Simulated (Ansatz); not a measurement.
MoW (CsCl type, space group No. 221), r²SCAN in the plane-wave PAW code Ansatz, all energies at zero smearing, with the estimated change up to a 700 eV cutoff added, with one set of potentials and settings (totals compare only within such a set). Cell of 2 atoms (1 Mo, 1 W): -15365.905 eV.

```
element             reference phase  E (eV/atom)
-------  --------------------------  -----------
Mo       Im-3m, 1 atoms in the cell   -4967.6249
W        Im-3m, 1 atoms in the cell  -10398.2538
```

Formation energy per atom, worked out: (-15365.905 − 1×(-4967.6249) − 1×(-10398.2538))/2 = -0.013 eV/atom (-1 kJ per mol of atoms), at 0 K, without zero-point energy or fitted corrections.

Space group Pm-3m (CsCl type). The start of the workflow was typed in or built on a structure type; neither database checked (COD, Materials Project) lists it. Whether it is the stable phase at ambient conditions was not checked. The r²SCAN relaxation kept the symmetry of its start; whether a distortion lowers the energy is not shown. The run is not spin-polarised. The references are the lowest solids computed at this level, not always the standard phases. Scalar-relativistic: spin–orbit coupling is off unless named, which matters more the heavier the elements.

Potentials: the earlier of the program's two PAW sets.
